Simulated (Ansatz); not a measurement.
**ReO3-type CuF3**

Computed with Ansatz (plane waves, PAW, 420 eV cutoff): PBE, scalar-relativistic, collinear spin, 10×10×5 k-mesh, Gaussian smearing of 0.05 eV. The datasets are Ansatz's generated set soft_2.

```
CELL_PARAMETERS angstrom
3.78977 0.00000 3.78977
0.00000 3.78977 3.78977
0.00000 0.00000 7.57955
ATOMIC_POSITIONS crystal
Cu 0.00000 0.00000 0.00000
F 0.50000 0.00000 0.75000
F 0.00000 0.00000 0.25000
F 0.00000 0.50000 0.75000
Cu 0.00000 0.00000 0.50000
F 0.50000 0.00000 0.25000
F 0.00000 0.00000 0.75000
F 0.00000 0.50000 0.25000
```

The start was a prototype's sites filled with these elements, not a measured cell. The ideal cubic cell shuts out tilts of the octahedra, which such structures often take.

Magnetic state: antiferromagnetic, site spin moments Cu 0.71, -0.71 μB.

The run above is the reference. The same cell was run again with other input settings; several of them aren't fit for production, so the rows show the settings' effect and aren't properties of the material.

| keys changed | outcome | ΔE (meV/atom) | P (GPa) | gap on the mesh (eV) | cell moment (μB) | largest force component (eV/Å) | SCF iterations | rough core-seconds | new warnings |
| --- | --- | --- | --- | --- | --- | --- | --- | --- | --- |
| none (reference) | converged | 0.0 | 0.0 | 0.34 | 0.00 | 0.000 | – | – | – |
| scf.eigensolver.kind: "davidson"; hamiltonian.pseudopotentials: {"kind": "nc", "accuracy": "standard"} | converged | – | 40.0 | metal | 0.00 | 0.000 | 15 | 16 | cutoff below recommended; seeded moment not kept |
| hamiltonian.pseudopotentials: {"kind": "nc", "accuracy": "standard"} | converged | – | 40.0 | metal | 0.00 | 0.000 | 16 | 11 | cutoff below recommended; seeded moment not kept |

ΔE is the energy with the smearing extrapolated to zero. It is left out where the change alters the Hamiltonian or the spin treatment. The varied runs start from atomic densities (corrected by the program's trained start where that serves), with the default search for lower states unless a row changes it, while the reference went on from a saved state, so a magnet may end in another state whatever the setting.

(1) What happens with these changes: scf.occupations.width: 0.05 → null; scf.occupations.method: "gaussian" → "tetrahedron"; basis.ecutwfc: 420 → "58.8 Ry"?

Answer:

(1) outcome converged, ΔE (meV/atom) -6.1, P (GPa) 0.0, gap on the mesh (eV) 0.34, cell moment (μB) 0.00, largest force component (eV/Å) 0.000, SCF iterations 14, rough core-seconds 30, new warnings band table not solved further; tetrahedron derivatives may miss energy slope.

Other pseudopotential files need their own cutoff; where it is too low, pressure and moments show the cutoff and not the files.

3 further runs (cut off, refused for memory, with changed atoms or starts, or in doubt) are left out.

For this crystal the k-mesh misses a band edge: under PBE at the relaxed cell a band path gives a gap of 0.25 eV where the mesh alone gives 0.34 eV, so gaps on the mesh are upper bounds.

Of the reference: The run wasn't fully tested for a lower electronic state. Site moments are of spin, integrated over atomic spheres.
